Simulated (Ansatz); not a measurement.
Structure relaxation, LiNbO3

The start is a generated cell, LiNbO3 placed in the LiNbO3 structure type. A full variable-cell relaxation at zero pressure is run with r2SCAN (plane waves to 500 eV, PAW, scalar-relativistic; Ansatz, a first-principles code). The first steps use a 8×8×8 k-mesh.

Initial structure:
```
LiNbO3
1.0
    2.62710     1.51676     4.62530
   -2.62710     1.51676     4.62530
    0.00000    -3.03351     4.62530
Li Nb O
2 2 6
Direct
  0.71250   0.71250   0.71250
  0.21250   0.21250   0.21250
  0.98720   0.98720   0.98720
  0.48720   0.48720   0.48720
  0.63737   0.85907   0.25357
  0.85907   0.25357   0.63737
  0.25357   0.63737   0.85907
  0.75357   0.35907   0.13737
  0.35907   0.13737   0.75357
  0.13737   0.75357   0.35907
```

```json
{
 "initial_pressure": "-3.6 GPa (negative: the cell is under tension)",
 "largest_initial_force": "0.50 eV/Å, on Nb3, Nb4 (atoms numbered as listed)",
 "outcome": "The space group stays R3c (No. 161) (the run could not lower it); the end is AFLOW prototype ABC3_hR10_161_a_a_b (as in LiNbO3), with 10 atoms in the primitive cell",
 "Shortest distances (start → end)": "The closest pairs of elements (up to four, under 3.6 Å), start → end: Nb–O 1.91 → 1.88 Å; Li–O 2.11 → 2.05 Å; O–O 2.79 → 2.73 Å; Li–Nb 3.13 → 3.03 Å",
 "band_gap_at_the_end": "4.00 eV, indirect (valence top at k = (0.125, 0.125, 0.125), conduction bottom at k = (0, 0.375, -0.375)) (no spin-orbit coupling)",
 "optimiser_moves": "7"
}
```

Final structure:

Space group R3c, hexagonal axes (No. 161); a = 5.1375 Å, b = 5.1375 Å, c = 13.8847 Å, α = 90.00°, β = 90.00°, γ = 120.00°

```json
[
 {"atom": "Li", "site": "6a", "symmetry": "3.", "x": "0.0000", "y": "0.0000", "z": "0.2022"},
 {"atom": "Nb", "site": "6a", "symmetry": "3.", "x": "0.0000", "y": "0.0000", "z": "0.4842"},
 {"atom": "O", "site": "18b", "symmetry": "1", "x": "0.0102", "y": "0.3781", "z": "0.2545"}
]
```
(The calculation used a cell of 10 atoms; values per cell refer to that cell.)

No spin polarisation in the result.

The run could not lose the symmetry of its start; a randomly shaken copy of 10 atoms returns to this structure.
